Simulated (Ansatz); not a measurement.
Be2ZnSe3: rattling a relaxed structure

The cell was found from a structure generator's guess, not taken from experiment.

Theory: DFT PBE, scalar-relativistic, plane waves, PAW (Ansatz). Settings: cutoff 420 eV, Γ-centred mesh 8×8×12 on the computed 6-atom cell, Gaussian smearing of 0.10 eV; no spin polarisation.

The cell below (6 atoms, space group Cmmm (No. 65)) is relaxed within its symmetry.

```
CELL_PARAMETERS angstrom
3.09103 -5.59894 0.00000
3.09103 5.59894 0.00000
0.00000 0.00000 3.35843
ATOMIC_POSITIONS crystal
Be 0.50000 0.00000 0.50000
Be 0.00000 0.50000 0.50000
Zn 0.00000 0.00000 0.00000
Se 0.79393 0.20607 0.00000
Se 0.20607 0.79393 0.00000
Se 0.50000 0.50000 0.50000
```

For the test a repeat of it with 12 atoms (edges 3.36, 6.40, 10.83 Å) was strained at random (σ = 1.5 % a component), the atoms were moved at random (σ = 0.10 Å), and all was relaxed again on a coarse 6×4×2 mesh (in the run’s order of axes) with 0.20 eV smearing, with no symmetry imposed.

**Question.** Is the structure stable against such a distortion?

**Answer.** It doesn't return. The energy falls by 604 meV/atom on that mesh, the volume changes by 3.5 %, and the end has space group P1 (No. 1) at a loose tolerance. Relaxed again on an 8×4×4 mesh with 0.02 eV smearing, the new structure lies 597 meV/atom below the first (mesh in the axes of the run's cell; the cell below is made exact in the group named). Space group P1 (No. 1), triclinic, a = 3.679 Å, b = 6.439 Å, c = 10.301 Å, α = 85.2°, β = 87.1°, γ = 82.4°. Be on its first site is surrounded by 4 Se at 2.20–2.28 Å; Be on its second site is surrounded by 4 Se at 2.23–2.34 Å; Zn on its first site has 4 Se at 2.41–2.62 Å; around Se on its first site lie 3 Be at 2.27–2.28 Å and 1 Zn at 2.49 Å; 8 more sites not described.

```xyz
12
Lattice="3.6787 0.0000 0.0000 0.8548 6.3821 0.0000 0.5299 0.7980 10.2560" Properties=species:S:1:pos:R:3 pbc="T T T"
Be    1.8380    2.8888    9.6351
Be    1.3317    0.8675    5.9831
Be    2.7415    1.2892    2.8631
Be    3.6397    6.0205    8.1458
Zn    0.9795    4.4173    4.0690
Zn    1.0280    5.6959    0.7898
Se    3.1524    1.6983    0.6581
Se    4.0761    5.8702    5.9285
Se    0.9680    2.0047    3.9878
Se    1.8045    5.1071    9.1145
Se    2.8680    5.4536    2.5711
Se    2.2743    1.7677    7.7900
```
